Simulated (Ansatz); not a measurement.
A structure of Bi₂Te₃ relaxed with PBEsol (plane waves to 420 eV, PAW, scalar-relativistic; Ansatz, a quantum-chemistry and plane-wave program); single points at other levels follow on the same geometry (Ansatz, PAW; PBEsol+SOC at 420 eV on a 9×9×9 k-mesh; spin-orbit coupling only where +SOC is written). Space group R-3m (No. 166).

```cif
data_Bi2Te3
_chemical_formula_sum 'Bi2 Te3'
_space_group_name_H-M_alt 'P 1'
_space_group_IT_number 1
_cell_length_a 10.40990
_cell_length_b 10.40990
_cell_length_c 10.40990
_cell_angle_alpha 24.302
_cell_angle_beta 24.302
_cell_angle_gamma 24.302
loop_
_space_group_symop_operation_xyz
  'x, y, z'
loop_
_atom_site_label
_atom_site_type_symbol
_atom_site_fract_x
_atom_site_fract_y
_atom_site_fract_z
_atom_site_occupancy
Bi1 Bi 0.39988 0.39988 0.39988 1
Bi2 Bi 0.60012 0.60012 0.60012 1
Te1 Te 0.00000 0.00000 0.00000 1
Te2 Te 0.20993 0.20993 0.20993 1
Te3 Te 0.79007 0.79007 0.79007 1
```

| level | gap (eV) | kind | conduction minimum |
|---|---|---|---|
| PBEsol | 0.22 | direct | Γ |
| PBEsol+SOC | 0.11 | indirect | k = (0.3333, 0.4444, 0.4444) |

The shift from spin-orbit coupling is approximate. No spin polarisation in the result.

The run could not lose the symmetry of its start.
